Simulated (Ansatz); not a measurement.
Relaxed SiC (zinc blende):

```
SiC
1.0
    0.00000     4.35634     4.35634
    2.17817     2.17817     4.35634
    2.17817     2.17817     0.00000
C Si
2 2
Direct
  0.00000   0.75000   0.75000
  0.50000   0.75000   0.75000
  0.00000   0.00000   0.00000
  0.50000   0.00000   0.00000
```

The atoms are displaced by Q × the pattern below (from a DFPT mode at X = (0.5, 0.5, 0.0), largest move 1; Q in Å), at fixed cell. (q is in reciprocal vectors of the primitive cell; the cell shown is doubled to hold the pattern.)

```csv
atom,x,y,z
C1,0.000,0.000,1.000
C2,0.000,0.000,-1.000
```

Atoms not listed stay in place.

These are r2SCAN (plane waves to 500 eV, PAW, scalar-relativistic; Ansatz, an electronic-structure program) values and carry that method's errors. k mesh 13×13×13 (Γ-centred), Fermi-Dirac smearing 0.05 eV. The energy includes the smearing's −TS. SiC was relaxed with its symmetry unable to fall. The zero of ΔE is the undisplaced structure.

```csv
Q (Å),ΔE (meV/cell)
-0.1000,306
-0.0833,213
-0.0667,136
-0.0500,77
-0.0333,withheld
-0.0167,9
0.0000,0
0.0167,9
0.0333,withheld
0.0500,77
0.0667,136
0.0833,213
0.1000,306
```

**Question.** Fit an even polynomial form (powers 2, 4) to the given rows and predict ΔE at Q = -0.0333.

**Answer.** Least squares on the 11 given rows: ΔE = (30740)·Q² + (-13560)·Q⁴, in meV/cell with Q in Å; root-mean-square residual 0.3 meV/cell. At -0.0333 the fit gives 34 meV/cell; the calculation gives 34 meV/cell, the same to the digits shown. The quadratic term alone would give 34 meV/cell.

(A displaced cell: forces are minus the slopes of the energy, force constants its curvatures, and phonons follow from these.)
